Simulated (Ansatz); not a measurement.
VS:
```xyz
4
Lattice="3.0947 0.0000 0.0000 -1.5474 2.6801 0.0000 0.0000 0.0000 6.0117" Properties=species:S:1:pos:R:3 pbc="T T T"
V      0.0000     0.0000     0.0000
V      0.0000     0.0000     3.0058
S      1.5474     0.8934     1.5029
S      0.0000     1.7867     4.5088
```

This is the LDA-relaxed structure. Cartesian axes are those of the cell as given.

Q: All from DFT-LDA in the program Ansatz with PAW potentials, unless another level is named. Predict the bulk modulus (Birch–Murnaghan fit).

A: 194 GPa.

Q: And the elastic constants (relaxed ions, GPa)?

A: C11 = 315, C12 = 102, C13 = 135, C33 = 429, C44 = 209.

Space group P6_3/mmc (NiAs type). The first step of the workflow began from a Materials Project structure, measured or hypothetical; the Crystallography Open Database files this formula in space group No. 194, but the cells were not matched. Whether it is the stable phase at ambient conditions was not checked. Symmetry was held in the LDA relaxation; its stability against distortions is not shown here. The run is not spin-polarised. As this level gives no gap, shear constants depend on the k-mesh and smearing (Fermi–Dirac, 0.1 eV here). On the denser mesh and wider smearing of the elastic run this cell carries a stress of 0.3 GPa.

Potentials: the later of the program's two PAW sets.
